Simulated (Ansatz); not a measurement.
Input and command of a plane-wave DFT calculation in Ansatz:

```yaml
crystal:
  lattice:
    - [2.881, 0.0, 0.0]
    - [0.0, 2.881, 0.0]
    - [0.0, 0.0, 3.11148]
  atoms:
    - { symbol: Al, position: [0.0, 0.0, 0.0] }
    - { symbol: Ni, position: [0.5, 0.5, 0.5] }
basis:
  ecutwfc: 420
kpoints:
  mp_grid: { grid: [16, 16, 16] }
hamiltonian:
  xc: pbesol
scf:
  occupations: { method: gaussian, width: 0.15 }
output:
  forces: true
  stress: true
  eigenvalues: true
```

```bash
ansatz run input.yaml --threads 1 --pin off --max-ram 2560MiB --backend cpu --events-out ev --progress --plain --runs-dir out
```

Processor: Arm Neoverse V2, 1 thread, on a host shared with other jobs.

Problem. Estimate time, memory and problem size.

Solution. About 6.3 s on 1 thread of Arm Neoverse V2 (shared host), peak memory 0.41 GiB. It solves 15 bands at 405 k points (the mesh reduced by symmetry) with about 487 plane waves, in 6 SCF iterations.
